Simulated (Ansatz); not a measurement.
GaN (zinc blende), conventional cell a = 4.549 Å, b = 4.549 Å, c = 4.549 Å, α = 90.00°, β = 90.00°, γ = 90.00°. The calculation uses the primitive cell of 2 atoms, to which meshes and values per cell refer.

Equation-of-state scan: isotropic scaling of the cell above, V₀ being its volume. Symmetry pins the atoms to their sites.

These are PBE (plane waves to 420 eV, PAW, scalar-relativistic; Ansatz, a quantum-chemistry and plane-wave program) values and carry that method's errors. k mesh 13×13×13 (Γ-centred), Fermi-Dirac smearing 0.05 eV. The energy includes the smearing's −TS. Stress and pressure are positive under compression. GaN was relaxed with its symmetry unable to fall. The zero of ΔE is the relaxed starting cell.

The scan covers V/V₀ from 0.940 to 1.060 in 9 points.

Task: What is ΔE at V/V₀ = 1.060?

Result: 20.4 meV/atom.

Task: What is ΔE at V/V₀ = 0.940?

Result: 25.4 meV/atom.

Task: What pressure does the cell carry at V/V₀ = 0.940?

Result: 12.2 GPa.

(A scan under strain: stresses follow from slopes of the energy per volume, elastic moduli from its curvatures.)
